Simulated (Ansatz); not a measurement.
Relaxation of a generated cell, ZnAg placed in the AFLOW prototype AB_oP2_25_b_a (as in CdTe); 2 atoms in the cell, which starts as Pmm2 (No. 25), oP2; a = 2.502 Å, b = 4.682 Å, c = 2.695 Å, α = β = γ = 90.00°. Computed with PBEsol (plane waves to 420 eV, PAW, scalar-relativistic; Ansatz, an electronic-structure program). Γ-centred k-mesh 13×7×12 on the run's cell (coarser than for final values), Fermi–Dirac smearing 0.05 eV. This is the first round of the run. 

The optimiser's lines from the output (shortened; P is positive under compression):

```
relax step   1: F+E_penalty+E_count = -10802.43489172 eV  Δ(F+E_penalty+E_count) = +0.000e0 eV  max|allowed force component| = 6.300e-1 eV/Å  Δτ_max = 0.0000 Å  P = +12.778 GPa  Ω = 31.565 Å³  (7 SCF iters, dr2 threshold 1.00e-7 eV, accepted)
relax step   2: F+E_penalty+E_count = -10802.66736778 eV  Δ(F+E_penalty+E_count) = -2.325e-1 eV  max|allowed force component| = 4.657e-1 eV/Å  Δτ_max = 0.0858 Å  P = +2.267 GPa  Ω = 33.890 Å³  (8 SCF iters, dr2 threshold 2.00e-7 eV, accepted)
relax step   3: F+E_penalty+E_count = -10802.84511296 eV  Δ(F+E_penalty+E_count) = -1.777e-1 eV  max|allowed force component| = 1.722e-1 eV/Å  Δτ_max = 0.1925 Å  P = -0.814 GPa  Ω = 34.154 Å³  (8 SCF iters, dr2 threshold 2.00e-7 eV, accepted)
relax step   4: F+E_penalty+E_count = -10802.78022654 eV  Δ(F+E_penalty+E_count) = +6.489e-2 eV  max|allowed force component| = 5.924e-1 eV/Å  Δτ_max = 0.1815 Å  P = +2.851 GPa  Ω = 33.711 Å³  (8 SCF iters, dr2 threshold 2.00e-7 eV, rejected (line search))
relax step   5: F+E_penalty+E_count = -10802.86802371 eV  Δ(F+E_penalty+E_count) = -2.291e-2 eV  max|allowed force component| = 6.313e-3 eV/Å  Δτ_max = 0.0570 Å  P = +0.191 GPa  Ω = 33.925 Å³  (12 SCF iters, accepted)
relax step   6: F+E_penalty+E_count = -10802.86837879 eV  Δ(F+E_penalty+E_count) = -3.551e-4 eV  max|allowed force component| = 1.983e-5 eV/Å  Δτ_max = 0.0016 Å  P = -0.034 GPa  Ω = 33.952 Å³  (5 SCF iters, dr2 threshold 2.00e-7 eV, accepted)
relax step   7: F+E_penalty+E_count = -10802.86841628 eV  Δ(F+E_penalty+E_count) = -3.749e-5 eV  max|allowed force component| = 5.633e-5 eV/Å  Δτ_max = 0.0000 Å  P = -0.003 GPa  Ω = 33.945 Å³  (3 SCF iters, dr2 threshold 1.05e-7 eV, accepted)
relax step   8: F+E_penalty+E_count = -10802.86983010 eV  Δ(F+E_penalty+E_count) = -1.414e-3 eV  max|allowed force component| = 5.161e-5 eV/Å  Δτ_max = 0.0000 Å  P = +0.048 GPa  Ω = 33.945 Å³  stress off target by 1.73e-1 GPa  SCF on the basis re-selected at this cell (its energy is not comparable with the rows above)  (9 SCF iters)
relax step   9: F+E_penalty+E_count = -10802.86983780 eV  Δ(F+E_penalty+E_count) = -7.693e-6 eV  max|allowed force component| = 1.702e-4 eV/Å  Δτ_max = 0.0000 Å  P = -0.012 GPa  Ω = 33.980 Å³  (5 SCF iters, dr2 threshold 7.45e-8 eV, accepted)
relax step  10: F+E_penalty+E_count = -10802.86985067 eV  Δ(F+E_penalty+E_count) = -1.287e-5 eV  max|allowed force component| = 1.681e-4 eV/Å  Δτ_max = 0.0000 Å  P = -0.012 GPa  Ω = 33.980 Å³  stress off target by 1.68e-2 GPa  SCF on the basis re-selected at this cell (its energy is not comparable with the rows above)  (6 SCF iters)
```

From the first to the last row the energy changes by -0.22 eV/atom and the volume by +7.7 %. The last row is marked as not comparable with the walk above it, whose basis was carried along; it does compare with step 1, since both stand on a basis selected at the nominal cutoff for their own cell.

Step 4 was rejected by the optimiser.

Later rounds, restarted from the end of this one on a renewed k-mesh, logged 11 more steps and released under 0.01 eV/atom more. The final structure after all rounds: Pmmm (No. 47), oP2; a = 2.716 Å, b = 2.753 Å, c = 4.543 Å, α = 90.00°, β = 90.00°, γ = 90.00°. Between re-selections the logged energies stand on a plane-wave basis carried along with the cell. No spin polarisation in the result.

The run could not lose the symmetry of its start: the end is stationary, and may be a saddle point rather than a minimum.

The relaxed structure here is a generated cell of ZnAg: the first start was made by placing the elements on the sites of a structure type, and the end was not matched to a known phase here, so it may be hypothetical.
